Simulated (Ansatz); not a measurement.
TlCl₃:
```
CELL_PARAMETERS angstrom
      3.25228     5.62080     0.00000
     -3.25228     5.62080     0.00000
     -2.10202     0.00000     5.72036
ATOMIC_POSITIONS crystal
  Tl 0.16645 0.16645 0.00000
  Tl 0.83355 0.83355 0.00000
  Cl 0.58267 0.07164 0.25530
  Cl 0.41733 0.92836 0.74470
  Cl 0.07164 0.58267 0.74470
  Cl 0.92836 0.41733 0.25530
  Cl 0.23292 0.76708 0.26156
  Cl 0.76708 0.23292 0.73844
```

Relaxed with LDA. Special points in fractions of this cell's reciprocal vectors: Γ (0.000, 0.000, 0.000); Y (0.500, 0.500, 0.000); M (0.500, 0.500, 0.500); A (0.000, 0.000, 0.500); L2 (0.000, 0.500, 0.500); V2 (0.000, 0.500, 0.000).

**Question.** List the band energies nearest the valence-band maximum at these points for the program Ansatz at the LDA with spin–orbit coupling level (PAW).

**Answer.** In eV from the valence-band maximum; about four levels below and three above (degenerate sets whole), none deeper than 8.9 eV; points with the same levels are listed once.

```json
[
 {"k": "Γ", "below": "-0.27 -0.27 -0.04 -0.04", "above": "2.02 2.02 2.86 2.86"},
 {"k": "Y", "below": "-0.04 -0.04 -0.03 -0.03 0.00 0.00", "above": "2.46 2.46 2.95 2.95"},
 {"k": "M", "below": "-0.34 -0.34 -0.28 -0.28", "above": "2.71 2.71 2.74 2.74"},
 {"k": "A", "below": "-0.14 -0.14 -0.09 -0.09", "above": "2.87 2.87 3.03 3.03"},
 {"k": "L2", "below": "-0.14 -0.14 -0.03 -0.03", "above": "2.32 2.32 2.82 2.82"},
 {"k": "V2", "below": "-0.20 -0.20 -0.06 -0.06", "above": "2.85 2.85 2.86 2.86"}
]
```

Space group C2/m. The first step of the workflow began from a Materials Project structure, measured or hypothetical; the Crystallography Open Database copy checked does not list it. Its standing as an ambient phase is unchecked. Symmetry was held in the LDA relaxation; its stability against distortions is not shown here. A crystal of weakly bound layers computed without a dispersion correction: the cell and the soft elastic constants depend strongly on that.

Potentials: the later of the program's two PAW sets.
